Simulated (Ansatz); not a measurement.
Data:

MgO:
```
MgO
1.0
    1.48391     0.85674    19.79209
   -1.48391     0.85674    19.79209
    0.00000    -1.71347    19.79209
Mg O
8 8
Direct
  0.37563   0.37563   0.37563
  0.62437   0.62437   0.62437
  0.79230   0.79230   0.79230
  0.20770   0.20770   0.20770
  0.91540   0.91540   0.91540
  0.08460   0.08460   0.08460
  0.50000   0.50000   0.50000
  0.00000   0.00000   0.00000
  0.14615   0.14615   0.14615
  0.85385   0.85385   0.85385
  0.43845   0.43845   0.43845
  0.56155   0.56155   0.56155
  0.31287   0.31287   0.31287
  0.68713   0.68713   0.68713
  0.26919   0.26919   0.26919
  0.73081   0.73081   0.73081
```

This is the PBEsol-relaxed structure.

Problem. All from PBEsol in the plane-wave PAW code Ansatz, unless another level is named. Give the formation energy from the elements (no fitted shifts).

Solution. -2.68 eV/atom.

Problem. And the band gap?

Solution. 4.01 eV (smallest direct gap 4.02 eV).

Problem. Give the electron effective mass.

Solution. 0.34, 0.34, 0.57 mₑ (principal values).

Problem. What about the conduction-band minimum?

Solution. at Γ.

Space group R-3m. The workflow started from a Materials Project entry (that database holds measured and hypothetical structures alike); the Crystallography Open Database copy checked does not list it. It is not the phase usual at ambient conditions (space group No. 225). The cell was relaxed with PBEsol under the symmetry of its start; whether a distortion lowers the energy is not shown. The references are the lowest solids computed at this level, not always the standard phases (solids in place of the gases).

Potentials: the later of the program's two PAW sets.
